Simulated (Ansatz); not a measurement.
Cr$_{2}$B: a fit and a missing row

Cr$_{2}$B, I4/mcm, a = 5.085 Å, c = 4.234 Å. The structure is a COD entry; whether it is the stable form wasn't checked. Ansatz: PBEsol, PAW, 420 eV, Γ-centred 12×12×12 mesh on 6 atoms, Gaussian smearing 0.10 eV; no spin polarisation. Shape and atoms are relaxed at each volume; pressure is positive in compression.

```
V (Å³/atom) P (GPa)
      8.578    22.10
      8.851    10.19
      9.125     0.00
      9.399        ?
      9.673   -16.20
```

**Question.** Take V0 = 9.125 Å³/atom, fit the third-order Birch–Murnaghan form to the other rows, and predict the missing pressure.

**Answer.** With the Eulerian strain f = ½[(V0/V)^(2/3) − 1] and y = P/[3f(1 + 2f)^(5/2)], the form is the line y = B0 + 1.5 B0 (B0′ − 4) f. Rows (f, y): 0.02104, 315.8; 0.01027, 314.3; -0.01907, 312.1. Means f = 0.004080, y = 314.07; Σ(Δf)² = 0.0008619, ΣΔfΔy = 0.07637; the slope is their ratio. y = 313.7 + 88.61 f GPa, so B0 = 313.7 GPa and B0′ = 4 + 2 × (88.61)/(3 × 313.7) = 4.19. At V = 9.399, f = -0.00977, y = 312.83 and P = -8.73 GPa. The run gave -8.73 GPa, the same to the digits shown.

Spin polarisation was left out, and a magnetic state may lie lower.